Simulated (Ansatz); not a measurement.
Relaxed-ion elastic tensor of Ba3MgNb2O9 in space group P-3m1 (No. 164; Pearson symbol hP15) in GPa (Voigt order), PBEsol (plane waves, PAW; program Ansatz); density 6.29 g/cm³, 13.48 Å³ per atom.

|  | 1 | 2 | 3 | 4 | 5 | 6 |
|---|---|---|---|---|---|---|
| 1 | 262 | 84.2 | 78.0 | -8.0 | 0.0 | 0.0 |
| 2 | 84.2 | 262 | 78.0 | 8.0 | 0.0 | 0.0 |
| 3 | 78.0 | 78.0 | 271 | 0.0 | 0.0 | 0.0 |
| 4 | -8.0 | 8.0 | 0.0 | 80.2 | 0.0 | 0.0 |
| 5 | 0.0 | 0.0 | 0.0 | 0.0 | 80.2 | -8.0 |
| 6 | 0.0 | 0.0 | 0.0 | 0.0 | -8.0 | 89.0 |

Is the crystal mechanically stable?

Yes: the smallest eigenvalue of C is 75.5 GPa.

Work out the Voigt, Reuss and Hill averages.

K_V = 142, K_R = 142, K_H = 142; G_V = 86.9, G_R = 85.9, G_H = 86.4 GPa.

Give Young's modulus, Poisson's ratio, Pugh's ratio and the universal anisotropy index.

E = 9KG/(3K + G) = 215 GPa; ν = 0.25; K/G = 1.64 (brittle by the Pugh limit of 1.75); A_U = 5G_V/G_R + K_V/K_R − 6 = 0.06.

Estimate the sound speeds and the Debye temperature.

v_l = √((K + 4G/3)/ρ) = 6390 m/s, v_t = √(G/ρ) = 3700 m/s, mean 4110 m/s; Θ = (h/k)(3n/4πV)^(1/3) v_m = 514 K.

Solve the Christoffel equation for the three sound speeds along x, y, z.

Eigenvalues of C_ijkl n_j n_l equal ρv². In km/s, slowest first: x 3.46, 3.86, 6.46; y 3.56, 3.76, 6.46; z 3.57, 3.57, 6.56.

How much does each axis shrink under pressure?

Linear compressibilities β_i = Σ_j S_ij (j = 1 to 3): x 2.4, y 2.4, z 2.3 per TPa.

The workflow started from a Materials Project entry (that database holds measured and hypothetical structures alike); the Crystallography Open Database files this formula in space group No. 164, but the cells were not matched. Its standing as an ambient phase is unchecked. The cell was relaxed with PBEsol under the symmetry of its start; whether a distortion lowers the energy is not shown. The run is not spin-polarised. Spin–orbit coupling is left out wherever it is not named.

Potentials: the later of the program's two PAW sets.
